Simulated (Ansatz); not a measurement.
## VCo$_{3}$: computed property card

VCo₃:
```
VCo3
1.0
    3.46601     0.00000     0.00000
    0.00000     3.46601     0.00000
    0.00000     0.00000     3.46601
V Co
1 3
Cartesian
  0.00000   0.00000   0.00000
  1.73301   1.73301   0.00000
  0.00000   1.73301   1.73301
  1.73301   0.00000   1.73301
```

Space group Pm-3m (No. 221), Cu3Au type; conventional cell a = b = c = 3.466 Å, α = β = γ = 90.00°.

Method: the program Ansatz at the PBEsol level (PAW). Structure relaxed to zero pressure with the same functional. Other levels are named where they apply.

Cell and energy:

Volume per atom: 10.41 Å³
Density: 9.08 g/cm³
Formation energy from the elements (no fitted shifts): -0.22 eV/atom

Electronic structure:

- Electronic character: metallic (no gap)
- Density of states at the Fermi level: 0.73 states/eV per atom (mean over ±0.08 eV)

Mechanics:

* **Bulk modulus (Birch–Murnaghan fit)**: 278 GPa
* **Pressure derivative B′**: 4.5
* **Elastic constants (relaxed ions, GPa)**: C11 = 424, C12 = 205, C44 = 217
* **Mechanical stability**: stable (all eigenvalues of C positive)
* **Hill bulk and shear moduli**: 278 and 165 GPa
* **Young's modulus**: 413 GPa
* **Poisson's ratio**: 0.25
* **Debye temperature from the elastic constants**: 645 K

Phonons:

- Highest zone-centre frequency: 280 cm^-1
- Zone-centre stability: no imaginary mode at Γ

The first step of the workflow began from a Materials Project structure, measured or hypothetical; the Crystallography Open Database copy checked does not list it. With V and Co taken as one species the cell has the higher symmetry Fm-3m, so it may be an ordered model of a mixed-site phase. Whether it is the stable phase at ambient conditions was not checked. The PBEsol relaxation kept the symmetry of its start. No spin polarisation was allowed. As this level gives no gap, shear constants depend on the k-mesh and smearing (Fermi–Dirac, 0.1 eV here). As this level gives no gap, phonon frequencies hold no LO–TO term and depend on the k-mesh and smearing (Fermi–Dirac, 0.1 eV here). On the denser mesh and wider smearing of the elastic run this cell carries a stress of 0.3 GPa. The references are the lowest solids computed at this level, not always the standard phases.

Potentials: the later of the program's two PAW sets.
